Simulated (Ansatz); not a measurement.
NaPt2 (cubic Laves (MgCu2 type), Fd-3m) at seven volumes, r²SCAN (plane waves, PAW; program Ansatz), scaled uniformly. One row is withheld.

| V (Å³/atom) | P (GPa) |
|---|---|
| 16.044 | 16.64 |
| 16.573 | 10.04 |
| 17.102 | 4.56 |
| 17.631 | 0.01 |
| 18.160 | -3.77 |
| 18.688 | ? |
| 19.217 | -9.49 |

Problem. Fit the shown pressures and predict the withheld one.

Solution. Third-order Birch–Murnaghan: P = (3/2)B₀(x^(7/2) − x^(5/2))[1 + (3/4)(B′ − 4)(x − 1)] with x = (V₀/V)^(2/3). Least squares on the six rows gives V₀ = 17.632 Å³/atom, B₀ = 137.9 GPa, B′ = 5.20. At V = 18.688, x = 0.9620 and P = -6.90 GPa. The run itself gave -6.90 GPa.

The workflow started from an entry of the Crystallography Open Database (COD). Whether it is the stable phase at ambient conditions was not checked. Symmetry was held in the r²SCAN relaxation; its stability against distortions is not shown here. The run is not spin-polarised. Spin–orbit coupling is left out wherever it is not named.

Potentials: the later of the program's two PAW sets.
